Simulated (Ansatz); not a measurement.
The elements of this relaxed trial crystal are hidden behind letters.

```
lattice vectors (Å)
   5.7328    0.0000    0.0000
   0.0000    5.7328    0.0000
   0.0000    0.0000    5.7328
fractional positions
X 0.0000 0.5000 0.5000
X 0.5000 0.5000 0.0000
X 0.5000 0.0000 0.5000
Z 0.0000 0.0000 0.0000
Q 0.7491 0.7491 0.2509
Q 0.7491 0.2509 0.7491
Q 0.2509 0.7491 0.7491
Q 0.2509 0.2509 0.2509
```

The calculation used DFT PBE, scalar-relativistic, plane waves, PAW (Ansatz 0.2.0). Settings of the last relaxation (8-atom cell): 420 eV, 6×6×6 k points, Gaussian smearing of 0.02 eV, no spin polarisation.

```
Space group                              : P-43m (No. 215)
Conventional cell                        : a = 5.733 Å
Volume per atom                          : 23.55 Å³
Density                                  : 3.97 g/cm³
Energy over the elements                 : −0.451 eV/atom
Gap on the 6×6×6 mesh of the 8-atom cell : 1.03 eV
```

Energies are uncorrected and count from the elements' standard states at the same level.

**Question.** X is a p-block element of period 3, Z is a p-block element of period 4 and Q is a p-block element of period 4. Which elements are they?

**Answer.** X = Al, Z = Ga, Q = As, so the formula is Al3GaAs4. Density times volume gives a mean mass of 3.97 × 23.55/1.6605 = 56.3 u per atom, and this set has 56.3 u. Al is surrounded by 4 As at 2.48 Å; Ga is surrounded by 4 As at 2.49 Å; As has 3 Al at 2.48 Å and 1 Ga at 2.49 Å. Other sets within the hints have nearly the same mass, so mass alone doesn't settle it; this one was computed.

Kohn–Sham gaps at this level usually fall short of measured ones. A later test with randomly moved atoms came back to the same energy, though modes that don't fit the test's cell weren't probed.
